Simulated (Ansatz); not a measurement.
The start is a generated cell, ZnInGaO4 built in the InGaZnO4 structure type. Cell shape, volume and atoms are optimised at zero target pressure with PBE (plane waves to 420 eV, PAW, scalar-relativistic; Ansatz, a quantum-chemistry and plane-wave program). The first steps use a coarse 8×8×8 k-mesh.

Input geometry:
```
CELL_PARAMETERS angstrom
      1.64750     0.95118     8.69000
     -1.64750     0.95118     8.69000
      0.00000    -1.90237     8.69000
ATOMIC_POSITIONS crystal
  In 0.00000 0.00000 0.00000
  Ga 0.21710 0.21710 0.21710
  Zn 0.78290 0.78290 0.78290
  O  0.12820 0.12820 0.12820
  O  0.87180 0.87180 0.87180
  O  0.29280 0.29280 0.29280
  O  0.70720 0.70720 0.70720
```

### Question
What pressure does the first self-consistent step give?

### Answer
+7.9 GPa (positive: the cell is compressed).

### Question
Which atoms feel the largest initial force, and how large is it?

### Answer
2.00 eV/Å, on O6 (atoms numbered as listed).

### Question
By how much does the energy per atom fall from start to end?

### Answer
0.086 eV/atom.

### Question
How does the volume change?

### Answer
+3.9 %, from 11.67 to 12.13 Å³/atom.

### Question
How do the shortest distances between atoms change?

### Answer
The closest pairs of elements (up to four, under 3.6 Å), start → end: Ga–O 1.93 → 1.94 Å; O–Zn 1.93 → 2.00 Å; In–O 2.18 → 2.22 Å; O–O 2.76 → 2.77 Å.

### Question
Give the final cell and atomic positions.

### Answer

```cif
data_Ga3In3O12Zn3
_chemical_formula_sum 'In3 Ga3 Zn3 O12'
_space_group_name_H-M_alt 'R3m :H'
_space_group_IT_number 160
_space_group_name_Hall 'R 3 -2"'
_cell_length_a 3.35592
_cell_length_b 3.35592
_cell_length_c 26.11444
_cell_angle_alpha 90.000
_cell_angle_beta 90.000
_cell_angle_gamma 120.000
loop_
_atom_site_label
_atom_site_type_symbol
_atom_site_symmetry_multiplicity
_atom_site_Wyckoff_symbol
_atom_site_fract_x
_atom_site_fract_y
_atom_site_fract_z
_atom_site_occupancy
In1 In 3 a 0.00000 0.00000 0.00308 1
Ga1 Ga 3 a 0.00000 0.00000 0.78705 1
Zn1 Zn 3 a 0.00000 0.00000 0.21881 1
O1 O 3 a 0.00000 0.00000 0.86352 1
O2 O 3 a 0.00000 0.00000 0.12103 1
O3 O 3 a 0.00000 0.00000 0.71123 1
O4 O 3 a 0.00000 0.00000 0.29529 1
```
(The calculation used a cell of 7 atoms; values per cell refer to that cell.)

The space group stays R3m (No. 160) (the run could not lower it), with 7 atoms in the primitive cell. Final values are on a 11×11×11 k-mesh of the relaxed cell. No spin polarisation in the result.

The run could not lose the symmetry of its start; a randomly shaken copy of 7 atoms returns to this structure.
